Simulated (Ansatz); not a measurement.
Sc2C in space group P4/nmm (No. 129; Sc on 2a, Sc on 2c, C on 2c) at seven volumes, LDA in the plane-wave PAW code Ansatz, shape and atoms relaxed at each. One row is withheld.

| V (Å³/atom) | P (GPa) |
|---|---|
| 12.438 | ? |
| 12.848 | 8.70 |
| 13.258 | 4.03 |
| 13.668 | 0.00 |
| 14.078 | -3.46 |
| 14.488 | -6.42 |
| 14.898 | -9.00 |

### Question
Fit the shown pressures and predict the withheld one.

### Answer
Third-order Birch–Murnaghan: P = (3/2)B₀(x^(7/2) − x^(5/2))[1 + (3/4)(B′ − 4)(x − 1)] with x = (V₀/V)^(2/3). Least squares on the six rows gives V₀ = 13.669 Å³/atom, B₀ = 124.1 GPa, B′ = 4.01. At V = 12.438, x = 1.0649 and P = 14.15 GPa. The run itself gave 14.09 GPa.

A made-up cell: these elements were put on the sites of a structure type; neither database checked (COD, Materials Project) lists it. Its standing as an ambient phase is unchecked. The cell was relaxed with LDA under the symmetry of its start. At this level the phase is dynamically unstable (imaginary phonons). The run is not spin-polarised.

Potentials: the earlier of the program's two PAW sets. The files were generated under PBE; for other functionals the program regenerates the frozen cores, and for LDA and PBEsol the local potential too.
